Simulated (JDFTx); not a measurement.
Cd(1 0 -1 0) slab cut from bulk Cd (space group P6_3/mmc, indices of the conventional cell, lattice of the Materials Project entry mp-94, not re-optimised): 6 atoms in 6 planes, a 1x1 cell of 17.41 Å² (|a| = 2.958, |b| = 5.886 Å), 6.3 Å between the outermost planes, cell height 22.0 Å, 8×4×1 k mesh, Fermi smearing 0.01 Ha, no spin polarisation.

Final geometry:
```
Cd(1 0 -1 0)
1.0
    2.9585     0.0000     0.0000
    0.0000     5.8859     0.0000
    0.0000     0.0000    22.0000
Cd
6
Direct
  0.5000   0.7500   0.3557
  0.0000   0.2500   0.3816
  0.0000   0.7500   0.4806
  0.5000   0.2500   0.5194
  0.5000   0.7500   0.6184
  0.0000   0.2500   0.6443
```

Level of theory: PBE, GBRV ultrasoft potentials, plane waves to 20/100 Ha; code: a modified build of JDFTx. Liquid on both sides: CANDLE, water, 1 M NaF; nuclei fixed, outer atoms relaxed in vacuum. U vs SHE = −μ/e − 4.44 V throughout (conventional absolute potential of the hydrogen electrode). The model has bare, unreconstructed faces and no explicit solvent. On the negative side CANDLE's cavity feels the periodic box, so those points shift with the cell height. Convergence in thickness and k mesh wasn't tested for this slab.

```
U (V vs SHE)  μ (eV)  excess electrons per cell  σ (μC/cm², per face)              run
------------  ------  -------------------------  --------------------  ---------------
-1.25          -3.19                      0.370                 -17.0  fixed potential
-1.05          -3.39                      0.157                  -7.2  fixed potential
-0.94          -3.50                      0.087                  -4.0     fixed charge
-0.74          -3.70                      0.000                   0.0          neutral
-0.60          -3.84                     -0.040                   1.8  fixed potential
-0.25          -4.19                          …                     …  fixed potential
-0.05          -4.39                          …                     …  fixed potential
```

Problem. Fill in the missing entries, row by row.

Solution. 
- -0.25, excess electrons per cell: -0.149
- -0.25, σ (μC/cm², per face): 6.8
- -0.05, excess electrons per cell: -0.214
- -0.05, σ (μC/cm², per face): 9.9
